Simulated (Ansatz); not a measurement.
A geometry of Pt away from equilibrium: the start of the relaxation of a generated cell, Pt placed in the AFLOW prototype A_aP4_2_aci. Calculation: PBEsol (plane waves to 420 eV, PAW, scalar-relativistic; Ansatz, a program for electronic structure). Γ-centred k-mesh 12×10×5 on the run's cell (coarser than for final values), Fermi–Dirac smearing 0.05 eV.

```xyz
4
Lattice="2.6821 0.0000 0.0000 0.2685 3.1643 0.0000 0.1168 0.5257 7.0974" Properties=species:S:1:pos:R:3 pbc="T T T"
Pt     0.0000     0.0000     0.0000
Pt     0.0584     0.2628     3.5487
Pt     1.3452     1.9462     1.8382
Pt     1.7222     1.7439     5.2591
```

Task: Predict the force on each atom, in eV/Å.

Result: 
```csv
atom,Fx,Fy,Fz
Pt1,0.00,0.00,0.00
Pt2,0.00,0.00,0.00
Pt3,1.73,-2.44,-0.09
Pt4,-1.73,2.44,0.09
```

Task: What is the pressure?

Result: +15.5 GPa, compression positive.

Task: How much energy per atom can still be gained by relaxing?

Result: 0.28 eV/atom; the path ends in I4/mmm (No. 139) (AFLOW prototype A_tI2_139_a (A_a)).

No spin polarisation in the result.

The run could not lose the symmetry of its start; a randomly shaken copy of 2 atoms returns to this structure.

The end of the path is a generated cell of Pt: the first start was made by placing the elements on the sites of a structure type, and the end was not matched to a known phase here, so it may be hypothetical. Known forms of Pt include space group No. 225.
